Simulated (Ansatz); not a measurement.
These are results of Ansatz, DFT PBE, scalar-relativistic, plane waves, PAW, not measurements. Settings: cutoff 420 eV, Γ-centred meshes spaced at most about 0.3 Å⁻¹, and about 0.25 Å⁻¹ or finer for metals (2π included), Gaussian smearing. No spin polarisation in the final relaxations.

All energies are static (0 K, no zero-point motion). All come from trial cells, and lower structures may exist.

**Question.** Order these relaxed structures of GeCl5 by energy, lowest first, with the energy over the lowest of them.
A.

```xyz
6
Lattice="4.9226 0.0000 0.0000 -2.4613 4.2631 0.0000 0.0000 0.0000 10.1481" Properties=species:S:1:pos:R:3 pbc="T T T"
Ge    0.0000    0.0000    0.0000
Cl    0.0000    2.8421    0.8975
Cl    2.4613    1.4210    9.2506
Cl    2.4613    0.0000    5.0741
Cl   -1.2307    2.1316    5.0741
Cl    1.2307    2.1316    5.0741
```

B.

```xyz
6
Lattice="3.7309 0.0000 0.0000 -1.8654 3.2310 0.0000 0.0000 0.0000 14.1060" Properties=species:S:1:pos:R:3 pbc="T T T"
Ge    0.0000    0.0000    0.0000
Cl    1.8654    1.0770    1.6558
Cl    0.0000    0.0000    5.2196
Cl    1.8654    1.0770    7.0530
Cl    0.0000    0.0000    8.8864
Cl    1.8654    1.0770   12.4502
```

C.

```xyz
6
Lattice="4.9398 0.0000 0.0000 0.0000 4.9398 0.0000 0.0000 0.0000 6.8152" Properties=species:S:1:pos:R:3 pbc="T T T"
Ge    2.4699    2.4699    0.0000
Cl    0.0000    2.4699    1.2882
Cl    2.4699    0.0000    1.2882
Cl    0.0000    2.4699    5.5270
Cl    2.4699    0.0000    5.5270
Cl    0.0000    0.0000    3.4076
```

D.

```xyz
6
Lattice="5.7139 0.0000 0.0000 -2.8570 4.9484 0.0000 0.0000 0.0000 7.2562" Properties=species:S:1:pos:R:3 pbc="T T T"
Ge    0.0000    0.0000    0.0000
Cl    2.8570    0.0000    0.0000
Cl   -1.4285    2.4742    0.0000
Cl    1.4285    2.4742    0.0000
Cl    0.0000    0.0000    2.2275
Cl    0.0000    0.0000    5.0287
```

**Answer.** D (0 meV/atom), A (152 meV/atom), C (222 meV/atom), B (236 meV/atom). Forms: D P6/mmm; A P-3m1; C P4/mmm; B P-6m2. Counting Cl atoms around Ge (those within 1.25 times the shortest such distance or 1.15 times the sum of covalent radii, 1.27 where that leaves under three; the shortest distance is added where it exceeds 1.18 times the sum of covalent radii): D has Ge 2; A has Ge 6 from 3.0 Å; C has Ge 8 from 2.8 Å; B has Ge 6 from 2.7 Å.

The k mesh leaves some 4 meV/atom of noise in the energy of each metallic cell. Weakly bound directions are ill-defined at this level, which has no dispersion term (P6/mmm, P-3m1, P4/mmm, P-6m2), and this can change margins and order among such cells. In P6/mmm, P-3m1, P4/mmm, P-6m2 an odd number of electrons in the primitive cell allows no gap without spin; a larger cell or a magnetic state could open one. A magnetic state wasn't ruled out in cells without spin, among them P6/mmm, P4/mmm, P-6m2. Cells relaxed within their symmetry can be saddle points. Some structure types and database cells were kept out of the candidates from the start, so a known form may be missing.
